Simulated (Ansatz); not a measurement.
**A film clamped to a substrate in LiPb**

The calculation used DFT PBEsol, scalar-relativistic, plane waves, PAW in Ansatz. The runs took a 420 eV cutoff, a Γ-centred 14×14×14 mesh and Gaussian smearing (0.15 eV). Spin–orbit coupling is left out, which can shift energies with elements as heavy as these. No spin polarisation. Energies are free energies at this smearing, counted from the undisturbed cell; pressure is positive in compression.

Reference structure (as given, not relaxed at this level; it stands at -0.3 GPa, and it needn't be the usual structure):

```
Li Pb
1.0
     3.52200    0.00000    0.00000
     0.00000    3.52200    0.00000
     0.00000    0.00000    3.52200
Li Pb
1 1
Direct
  0.50000 0.50000 0.50000
  0.00000 0.00000 0.00000
```

The cell (2 atoms, V0 = 43.69 Å³) is strained by p along both x and y and by q along z, fractional coordinates fixed. τp = (1/V0) ∂E/∂p = (σxx + σyy)(1 + p)(1 + q) and τq = (1/V0) ∂E/∂q = σzz(1 + p)², with tension positive.

```csv
p,q,ΔE (meV/atom),τp (GPa),τq (GPa)
0.000,0.000,0.00,0.59,0.30
-0.025,0.000,5.44,-3.98,-0.93
0.025,0.000,8.52,4.28,1.36
0.000,-0.025,1.64,-0.59,-1.33
0.000,0.025,3.36,1.68,1.65
```

Get the second derivatives of the energy density.

Central differences give A = ∂τp/∂p = 165 GPa (C11 + C22 + 2 C12), C = ∂τq/∂q = 60 GPa (C33) and the cross term B = ∂τq/∂p = 46 GPa (C13 + C23); ∂τp/∂q = 46 GPa must equal B, and any difference shows higher-order terms. The ions are clamped. In a cubic crystal C11 = C = 60, C12 = B/2 = 22.9 GPa and A should be 2(C11 + C12) = 165 GPa; the bulk modulus is (C11 + 2 C12)/3 = 35 GPa.

A film of this crystal grows with z along the normal on a substrate that imposes p. How does its thickness respond, and what does the misfit cost?

Count p and q from the stress-free cell. A free surface needs τq = 0, so q = −(B/C) p = -0.77 p. The energy density left is (A − B²/C) p²/2 = M p², with the biaxial modulus M = 65 GPa; a misfit of 1 % costs 0.89 meV/atom, against 1.12 meV/atom if the thickness were held.

In a metal these slopes depend on the k mesh and the smearing.